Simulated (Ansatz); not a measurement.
**Fe5Co: a bulk modulus from differences**

The cell was found from a structure generator's guess, not taken from experiment.

The calculation used Ansatz 0.2.0, DFT PBE, scalar-relativistic, plane waves, PAW. Cutoff 420 eV, Γ-centred 14×14×6 mesh (6-atom cell), Gaussian smearing of 0.10 eV, collinear spin.

```xyz
6
Lattice="2.8424 0.0000 0.0000 0.0000 2.8424 0.0000 0.0000 0.0000 8.5644" Properties=species:S:1:pos:R:3 pbc="T T T"
Fe    0.0000    0.0000    7.1440
Fe    1.4212    1.4212    0.0000
Fe    0.0000    0.0000    1.4204
Fe    1.4212    1.4212    2.8655
Fe    1.4212    1.4212    5.6990
Co    0.0000    0.0000    4.2822
```

The cell was set to several volumes, with shape and atoms relaxed at each where symmetry leaves them free. Pressure is positive in compression, and energies count from the lowest row. No row has a gap on its mesh.

| row | V (Å³/atom) | P (GPa) | ΔE (meV/atom) | largest moment (μB) |
| --- | --- | --- | --- | --- |
| 1 | 10.149 | 30.47 | 114.4 | 2.42 |
| 2 | 10.495 | 20.30 | 60.1 | 2.48 |
| 3 | 10.841 | ? | ? | ? |
| 4 | 11.187 | 5.69 | 6.4 | 2.59 |
| 5 | 11.533 | 0.02 | 0.0 | 2.64 |
| 6 | 11.879 | -4.99 | 5.3 | 2.68 |
| 7 | 12.225 | -9.19 | 20.7 | 2.71 |
| 8 | 12.686 | -13.77 | 54.0 | 2.75 |

Q: Find B = −V·ΔP/ΔV from rows 4 and 6 and from rows 1 and 2, and from the two its slope B′ and its value B0 at zero pressure.

A: Rows 4 and 6 give −(11.187 + 11.879)/2 × (-4.99 − (5.69))/(11.879 − 11.187) = 178.0 GPa at a mean pressure of 0.35 GPa. Rows 1 and 2 give −(10.149 + 10.495)/2 × (20.30 − (30.47))/(10.495 − 10.149) = 303.4 GPa at a mean pressure of 25.38 GPa. So B′ = (303.4 − 178.0)/(25.38 − (0.35)) = 5.01 and B0 = 178.0 − 5.01 × (0.35) = 176.2 GPa. A third-order Birch–Murnaghan fit to all the energies gives B0 = 176.5 GPa and B′ = 4.3.

Q: Estimate the pressure and energy of row 3.

A: From row 5, V0 = 11.533 × (1 + (0.02)/176.2) = 11.534 Å³/atom. Murnaghan's form P = (B0/B′)·[(V0/V)^B′ − 1] gives (176.2/5.01) × [(11.534/10.841)^5.01 − 1] = 12.80 GPa; the computed pressure is 12.20 GPa, so the estimate is off by +0.60 GPa. The work of compression from row 4, with the mean of the two pressures, gives ΔE = 6.4 + (12.80 + 5.69)/2 × (11.187 − 10.841)/160.2 × 1000 = 26.4 meV/atom (1 eV/Å³ = 160.2 GPa); the computed value is 25.6 meV/atom. Its largest moment is 2.54 μB.

Another magnetic order may lie lower. All volumes keep the k mesh of the relaxed cell. The moments change along the series, which bends the curve. A later test with randomly moved atoms came back to the same energy, though modes that don't fit the test's cell weren't probed.
